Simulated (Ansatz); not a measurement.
**Equation of state of Tl2CdSnTe4**

A database entry relaxed whole under r2SCAN (I-42m):

```xyz
8
Lattice="-4.3189 4.3189 3.6452 4.3189 -4.3189 3.6452 4.3189 4.3189 -3.6452" Properties=species:S:1:pos:R:3 pbc="T T T"
Tl    0.0000    4.3189    0.0000
Tl    4.3189    0.0000    0.0000
Cd    0.0000    0.0000    3.6452
Sn    0.0000    0.0000    0.0000
Te    1.5340    1.5340    1.7448
Te    1.5340   -1.5340    5.5457
Te    2.7849    2.7849   -1.9004
Te   -1.5340    1.5340    5.5457
```

The cell was scaled uniformly, its shape held, and the atoms relaxed at each volume with plane-wave PAW DFT (Ansatz 0.2.0; r2SCAN, 500 eV, 6×6×6 Γ-centred mesh, fermi-dirac occupations of width 0.020 eV; no spin, no spin-orbit coupling). One row is withheld.

```json
{"volume (Å³/atom)": "31.958", "energy over the lowest (meV/atom)": "10.1", "pressure (GPa)": "1.66"}
{"volume (Å³/atom)": "32.638", "energy over the lowest (meV/atom)": "?", "pressure (GPa)": "?"}
{"volume (Å³/atom)": "33.318", "energy over the lowest (meV/atom)": "1.0", "pressure (GPa)": "0.49"}
{"volume (Å³/atom)": "33.998", "energy over the lowest (meV/atom)": "0.0", "pressure (GPa)": "0.00"}
{"volume (Å³/atom)": "34.678", "energy over the lowest (meV/atom)": "0.9", "pressure (GPa)": "-0.44"}
{"volume (Å³/atom)": "35.358", "energy over the lowest (meV/atom)": "3.6", "pressure (GPa)": "-0.83"}
{"volume (Å³/atom)": "36.038", "energy over the lowest (meV/atom)": "7.8", "pressure (GPa)": "-1.19"}
```

Q: Fit the pressures of the other rows to the third-order Birch-Murnaghan form.

A: With f = [(V₀/V)^(2/3) − 1]/2 and P = 3B₀f(1 + 2f)^(5/2)[1 + 3(B₀′ − 4)f/2], least squares gives V₀ = 34.00 Å³ an atom, B₀ = 23.2 GPa and B₀′ = 4.6; the rows miss the fit by less than 0.01 GPa. The slope of the energies differs from these pressures by less than 0.05 GPa.

Q: What does the withheld row hold?

A: The fit gives 1.04 GPa at 32.638 Å³; the run gave 1.04 GPa and 4.3 meV an atom.

Caveats: the shape of the cell was held, so B₀ is an upper bound where the axes differ in stiffness; 0 K, fixed nuclei; the symmetry was kept, and this need not be the phase that is stable at 0 K; one mesh for all volumes; no dispersion correction, so weakly bound layers stand too far apart; pressure is positive in compression.
